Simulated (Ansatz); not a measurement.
Relaxed candidate structures of Cd:

A. I-43d (No. 220), cI16, AFLOW prototype A_cI16_220_c (as in Li); a = b = c = 7.067 Å, α = β = γ = 90.00°; Cd 16c (0.210, 0.210, 0.210)

B. Fd-3m, origin choice 1 (No. 227), cF8, diamond type; a = 6.5187 Å, b = 6.5187 Å, c = 6.5187 Å, α = 90.00°, β = 90.00°, γ = 90.00°; Cd 8a (0.000, 0.000, 0.000)

C. P6₃/mmc (No. 194), hP2, hcp (Mg type); a = b = 2.962 Å, c = 5.798 Å, α = β = 90.00°, γ = 120.00°; Cd 2d (0.667, 0.333, 0.250)

D. R-3m, hexagonal axes (No. 166), hR1; a = b = 3.2550 Å, c = 7.1622 Å, α = β = 90.00°, γ = 120.00°; Cd 3b (0.000, 0.000, 0.500)

Question: Order them by energy per atom (lowest first) at the level r2SCAN (plane waves to 500 eV, PAW, scalar-relativistic; Ansatz, a program for electronic structure).

Answer: C (reference), D (+0.02 eV/atom), A (+0.04 eV/atom), B (+0.42 eV/atom)

Each run could gain symmetry but not lose that of its start, so entries can be saddle points. From databases, or of a type measured for this composition: P6₃/mmc, hP2, hcp (Mg type); the others are generated cells (placed on structure types, drawn at random, substituted or restacked) that were not matched to a known phase here. Energies are at zero temperature and pressure, without zero-point motion. No spin polarisation in the result.
